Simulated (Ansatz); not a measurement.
HgO:
Space group P3₁21 (No. 152); a = b = 3.521 Å, c = 8.617 Å, α = β = 90.00°, γ = 120.00°

```json
[
 {"atom": "Hg", "site": "3b", "symmetry": ".2.", "x": "0.2460", "y": "0.2460", "z": "0.5000"},
 {"atom": "O", "site": "3a", "symmetry": ".2.", "x": "0.5348", "y": "0.5348", "z": "0.0000"}
]
```

Relaxed with LDA.

Problem. Which orbitals make up the states near the band edges in LDA (plane waves, PAW; program Ansatz)?

Solution. Top 1 eV of the valence band: O 2p 75 %, Hg 5d 17 %, Hg 6s 5 %. Bottom 1 eV of the conduction band: O 2p 41 %, Hg 6s 28 %, Hg 5d 18 %, O 2s 9 %. Projections are on Löwdin-orthogonalised atomic valence shells; empty p or d shells of many metals are not among them.

Problem. Tabulate the density of states.

Solution. States/eV per cell of 6 atoms, in 0.25 eV bins, energy from the valence-band maximum.

```
E (eV)  total  Hg 5d  O 2p  Hg 6s
------  -----  -----  ----  -----
-7.85    2.11   1.15  0.78   0.16
-7.60    4.61   2.63  1.67   0.24
-7.35    2.41   1.34  0.87   0.11
-7.10    4.83   2.76  1.58   0.27
-6.85    6.89   4.76  1.72   0.21
-6.60    6.55   4.78  1.43   0.21
-6.35   10.94   8.53  2.06   0.22
-6.10    9.23   7.29  1.64   0.20
-5.85    8.60   7.36  0.85   0.32
-5.60    9.24   7.88  1.10   0.17
-5.35   13.49  12.42  0.83   0.14
-5.10   17.16  16.45  0.48   0.10
-4.85   21.84  21.38  0.24   0.05
-4.60    2.03   1.76  0.13   0.01
-4.35    0.00   0.00  0.00   0.00
-4.10    0.01   0.00  0.01   0.00
-3.85    3.70   1.16  1.40   0.95
-3.60    4.75   1.56  1.88   1.08
-3.35    5.75   1.83  2.42   1.25
-3.10    6.70   2.09  2.77   1.57
-2.85    3.69   1.11  1.73   0.73
-2.60    3.39   0.79  2.08   0.39
-2.35    3.89   0.65  2.77   0.31
-2.10    4.61   0.71  3.40   0.31
-1.85    5.65   0.72  4.44   0.28
-1.60    3.92   0.65  2.77   0.34
-1.35    2.88   0.43  2.11   0.21
-1.10    4.61   0.80  3.56   0.07
-0.85    5.84   0.99  4.46   0.20
-0.60    4.29   0.72  3.24   0.21
-0.35    5.85   1.07  4.23   0.40
-0.10    2.46   0.41  1.86   0.14
0.15     0.00   0.00  0.00   0.00
0.40     0.00   0.00  0.00   0.00
0.65     0.00   0.00  0.00   0.00
0.90     0.00   0.00  0.00   0.00
1.15     0.00   0.00  0.00   0.00
1.40     0.29   0.07  0.13   0.06
1.65     0.44   0.09  0.19   0.11
1.90     0.57   0.10  0.24   0.17
2.15     0.55   0.08  0.22   0.18
2.40     0.71   0.09  0.27   0.25
2.65     0.89   0.10  0.33   0.33
2.90     1.14   0.11  0.40   0.45
3.15     1.75   0.15  0.54   0.73
3.40     2.01   0.15  0.59   0.83
3.65     2.28   0.15  0.63   0.86
3.90     2.77   0.17  0.76   1.05
4.15     2.24   0.13  0.63   0.90
4.40     2.46   0.13  0.69   0.98
4.65     2.47   0.14  0.70   0.91
4.90     2.71   0.16  0.81   1.07
5.15     2.01   0.09  0.53   0.65
5.40     1.67   0.04  0.28   0.30
5.65     0.94   0.03  0.16   0.19
5.90     1.89   0.04  0.29   0.29
6.15     2.60   0.04  0.30   0.27
```

Space group P3_121. The workflow started from a Materials Project entry (that database holds measured and hypothetical structures alike); the Crystallography Open Database copy checked does not list it. COD files the formula under space group No. 44, 62, so this cell is another polymorph or a model. Whether it is the stable phase at ambient conditions was not checked. The LDA relaxation kept the symmetry of its start; phonons on a q-mesh show no instability. A crystal of weakly bound chains computed without a dispersion correction: the cell and the soft elastic constants depend strongly on that. Scalar-relativistic: spin–orbit coupling is off unless named, which matters more the heavier the elements.

Potentials: the later of the program's two PAW sets.
